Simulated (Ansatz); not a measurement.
A crystal relaxed with r2SCAN in Ansatz has space group Amm2 (No. 38) and a = 3.358 Å, b = 6.819 Å, c = 9.713 Å.

```
atom  site       x       y       z
   B    2a  0.0000  0.5000  0.4972
   B    4e  0.5000  0.7457  0.2508
  Al    2a  0.0000  0.5000  0.9983
  Xx    2b  0.5000  0.5000  0.6235
  Xx    4d  0.0000  0.2309  0.8661
  Xx    2b  0.5000  0.5000  0.1470
```

r2SCAN gives an indirect gap of 0.68 eV, from Γ to k = (0.424, 0.417, -0.417); the least direct gap is 0.86 eV at Γ. HSE06 gives an indirect gap of 1.18 eV, from Γ to k = (0.424, 0.417, -0.417); the least direct gap is 1.35 eV at Γ. Meshes: r2SCAN 8×6×6, HSE06 4×4×4. r2SCAN's ε∞ is 9.1 along all three axes, to this precision.

Q: Which element is Xx?
A. P
B. Sb
C. As
D. N

A: A. Xx is P: an ordered 8-atom cell of AlB3P4 on the zincblende lattice (Amm2). B has 4 P at 2.03–2.08 Å; B has 4 P at 1.96–2.13 Å; Al has 4 P at 2.21–2.24 Å; P has 4 B at 2.08–2.13 Å; P has 3 B at 2.02–2.03 Å and 1 Al at 2.24 Å; P has 2 B at 1.96 Å and 2 Al at 2.21 Å.

Spin-unpolarised throughout. Whether this structure exists isn't addressed.

Where an edge lies off the special points, it is a point of the mesh or the k point where a search put PBE's edge or least direct gap, reused for the other functionals, whose own edges may lie a little apart.

Coordinates of k points refer to the reciprocal vectors of the primitive cell of the runs.

The meshes of the hybrids are coarse, so their gaps aren't converged to the digits shown.
